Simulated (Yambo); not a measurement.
Absorption of KSO2F (space group P2_1/m, No. 11) with and without the electron-hole interaction (Yambo, LDA bands; 4×4×4 mesh, 14 valence and 10 conduction bands, static screening with 103 bands and a 3 Ry block, scissor 3.55 eV, Tamm-Dancoff; field along x). Axes are Cartesian, with cell vectors (Å) (4.71, 0.00, 0.00), (0.00, 5.82, 0.00), (-2.25, 0.00, 6.79).

```tsv
E (eV)	Im ε, BSE	Im ε, independent quasiparticles
3.80	0.07	0.01
3.90	0.08	0.01
4.00	0.10	0.01
4.10	0.12	0.01
4.20	0.16	0.01
4.30	0.21	0.02
4.40	0.30	0.02
4.50	0.47	0.02
4.60	0.81	0.02
4.70	1.53	0.02
4.80	2.49	0.02
4.90	2.03	0.02
5.00	1.09	0.02
5.10	0.61	0.02
5.20	0.38	0.02
5.30	0.27	0.03
5.40	0.21	0.03
5.50	0.17	0.03
5.60	0.15	0.03
5.70	0.14	0.04
5.80	0.14	0.04
5.90	0.15	0.04
6.00	0.17	0.05
6.10	0.20	0.05
6.20	0.26	0.06
6.30	0.37	0.07
6.40	0.60	0.08
6.50	1.07	0.09
6.60	1.56	0.10
6.70	1.36	0.12
6.80	0.92	0.15
6.90	0.61	0.19
7.00	0.46	0.24
7.10	0.43	0.33
7.20	0.50	0.48
7.30	0.73	0.76
7.40	1.09	1.33
7.50	1.14	2.24
7.60	1.02	3.01
7.70	0.99	2.84
7.80	0.87	1.98
7.90	0.83	1.25
8.00	0.88	0.90
8.10	1.09	0.87
8.20	1.42	1.08
8.30	1.37	1.31
8.40	1.05	1.31
8.50	0.97	1.13
8.60	0.94	0.82
8.70	0.97	0.54
8.80	1.21	0.39
8.90	1.56	0.31
9.00	1.63	0.28
9.10	1.73	0.28
9.20	1.71	0.28
9.30	1.32	0.26
9.40	1.05	0.25
9.50	0.99	0.24
9.60	1.17	0.27
9.70	1.36	0.33
9.80	1.43	0.43
9.90	1.24	0.55
10.00	1.16	0.68
10.10	1.12	0.85
10.20	0.95	1.21
10.30	0.77	1.81
10.40	0.69	2.32
10.50	0.63	2.28
10.60	0.67	1.74
10.70	0.79	1.34
```

The scissor comes from a G0W0 run whose convergence isn't established. Broadening 0.15 eV. The band window holds all transitions up to 12.4 eV. Fine structure above the onset can come from the mesh.

Geometry of the Materials Project entry, not relaxed at this level; primitive cell a = 4.709 Å, b = 5.816 Å, c = 7.151 Å, α = γ = 90.00°, β = 108.35°.
